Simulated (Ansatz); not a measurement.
Consider the following.

TiAu:
Space group P4/nmm, origin choice 1 (No. 129); a = b = 3.305 Å, c = 6.014 Å, α = β = γ = 90.00°

```json
[
 {"atom": "Ti", "site": "2c", "symmetry": "4mm", "x": "0.5000", "y": "0.0000", "z": "0.1355"},
 {"atom": "Au", "site": "2c", "symmetry": "4mm", "x": "0.0000", "y": "0.5000", "z": "0.3610"}
]
```

This is the PBEsol-relaxed structure.

Task: All from PBEsol in the plane-wave PAW code Ansatz, unless another level is named. Give the density of states at the Fermi level.

Result: 0.52 states/eV per atom (mean over ±0.08 eV).

Task: And the formation energy from the elements (no fitted shifts)?

Result: -0.47 eV/atom.

The workflow started from a Materials Project entry (that database holds measured and hypothetical structures alike); the Crystallography Open Database copy checked does not list it. COD files the formula under space group No. 221. Its standing as an ambient phase is unchecked. Symmetry was held in the PBEsol relaxation; its stability against distortions is not shown here. The run is not spin-polarised. Axis ratios of metals converge slowly with the k-mesh, so a and c are less sure than the volume. The references are the lowest solids computed at this level, not always the standard phases. Scalar-relativistic: spin–orbit coupling is off unless named, which matters more the heavier the elements.

Potentials: the later of the program's two PAW sets.
